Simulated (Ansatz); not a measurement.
TaTi (Cmmm); total moment held at 0.3 μB.

```
Ti Ta
1.0
     1.63288   -2.29749    0.00000
     1.63288    2.29749    0.00000
     0.00000    0.00000    4.68413
Ti Ta
1 1
Direct
  0.50000 0.50000 0.50000
  0.00000 0.00000 0.00000
```

The geometry is a structure from the Materials Project, held fixed and not relaxed.

Settings: PBEsol, 12×12×7 k mesh, Fermi–Dirac smearing of 0.05 eV. LAPW is all-electron LAPW in Ansatz 0.2.0. Site moments are integrated in spheres about the atoms. Start moments (μB): Ti1 0.15, Ta2 0.15.

The self-consistent cycle went as follows.

```
iteration  Harris–Foulkes energy less the last (meV)  density residual (eV)  M (μB)  ∫|m| (μB)
        1                                   -342.121                1.7e-01  0.3000     0.3005
        2                                    -81.875                3.0e-01  0.3000     0.3004
        3                                    -20.273                4.0e-02  0.3000     0.3003
        4                                     -1.278                2.8e-02  0.3000     0.3002
        5                                      0.519                5.7e-03  0.3000     0.3002
        6                                     -0.133                2.6e-03  0.3000     0.3001
        7                                      0.005                6.3e-05  0.3000     0.3001
        8                                     -0.002                2.0e-05  0.3000     0.3001
        9                                      0.000                4.4e-07  0.3000     0.3001
       10                                      0.000                2.4e-07  0.3000     0.3001
       11                                      0.000                6.3e-08  0.3000     0.3001
       12                                      0.000                1.1e-09  0.3000     0.3001
       13                                      0.000                1.8e-10  0.3000     0.3001
```

Site moments (μB): Ti1 0.19, Ta2 0.05. Cell moment 0.30 μB.

The Ansatz runs typed with the search for lower states off end where their start leads. Spin–orbit coupling is left out although heavy atoms are present. None of this fixes the real material's magnetic order: only patterns that fit the cell were computed, at zero temperature, with a functional that can overstate moments.
